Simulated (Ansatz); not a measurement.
The elements of this relaxed trial crystal are hidden behind letters.

```
lattice vectors (Å)
   2.9981    0.0000    0.0000
   0.0000    2.9981    0.0000
   0.0000    0.0000    9.2220
fractional positions
X 0.5000 0.5000 0.5000
Z 0.5000 0.5000 0.0000
Q 0.0000 0.0000 0.0000
Q 0.0000 0.0000 0.7506
Q 0.0000 0.0000 0.2494
Q 0.0000 0.0000 0.5000
```

The calculation used DFT PBE, scalar-relativistic, plane waves, PAW (Ansatz). The final run on the 6-atom cell used 420 eV, a Γ-centred 12×12×4 mesh, 0.10 eV smearing and no spin polarisation.

| Property | Result |
| --- | --- |
| Space group | P4/mmm (No. 123) |
| Conventional cell | a = 2.998 Å, c = 9.222 Å |
| Volume per atom | 13.82 Å³ |
| Density | 3.95 g/cm³ |
| Formation energy | −1.01 eV/atom |
| Gap on the 12×12×4 mesh of the 6-atom cell | 0 eV (the bands overlap slightly) |

Energies are uncorrected and count from the elements' standard states at the same level.

Question: X is an s-block element of period 2, Z is a d-block element of period 5 and Q is a p-block element of period 2. Which elements are they?

Answer: X = Be, Z = Cd, Q = F, so the formula is BeCdF4. Density times volume gives a mean mass of 3.95 × 13.82/1.6605 = 32.9 u per atom, and this set has 32.9 u. Among the elements that the hints allow, noble gases aside, only these give it. Be is surrounded by 4 F at 2.12 Å; Cd has 4 F at 2.12 Å; around F on a site of symmetry 4/mmm lie 4 Cd at 2.12 Å and 2 F at 2.30 Å; 2 more sites not described.

The zero gap may come from the functional, which often closes small gaps. The cell is a metal run without spin; a magnetic state may lie lower. A structure relaxed within its symmetry needn't be a true minimum.
